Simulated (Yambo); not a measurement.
```xyz
2
Lattice="0.0000 2.9124 2.9124 2.9124 0.0000 2.9124 2.9124 2.9124 0.0000" Properties=species:S:1:pos:R:3 pbc="T T T"
S      4.3686     4.3686     4.3686
Cd     0.0000     0.0000     0.0000
```

CdS (zinc blende, space group F-43m, No. 216): mean Im ε in 1 eV windows above the direct gap of 2.19 eV, for different electron-hole kernels (Yambo, broadening 0.15 eV, PBEsol (Quantum ESPRESSO, PseudoDojo norm-conserving, 102 Ry, scalar-relativistic) bands; 8×8×8 mesh, 3 valence and 4 conduction bands, static screening with 30 bands and a 4 Ry block, scissor 1.18 eV, Tamm-Dancoff; field along x).

| window (eV) | independent quasiparticles | BSE |
|---|---|---|
| 2.2 to 3.2 | 1.5 | 2.8 |
| 3.2 to 4.2 | 2.2 | 4.4 |
| 4.2 to 5.2 | 4.0 | 6.3 |
| 5.2 to 6.2 | 4.7 | 5.4 |
| 6.2 to 7.2 | 7.1 | 6.0 |
| 7.2 to 8.2 | 8.0 | 5.2 |

This run doesn't resolve bound excitons or single peaks, so only averages are given, and they too depend on the mesh; weight that the attraction moves below the gap isn't listed. All transitions below 9.44 eV are in the band window. The scissor comes from a G0W0 run whose convergence isn't established.

Spin-orbit splittings are left out.

Geometry relaxed with PBEsol.
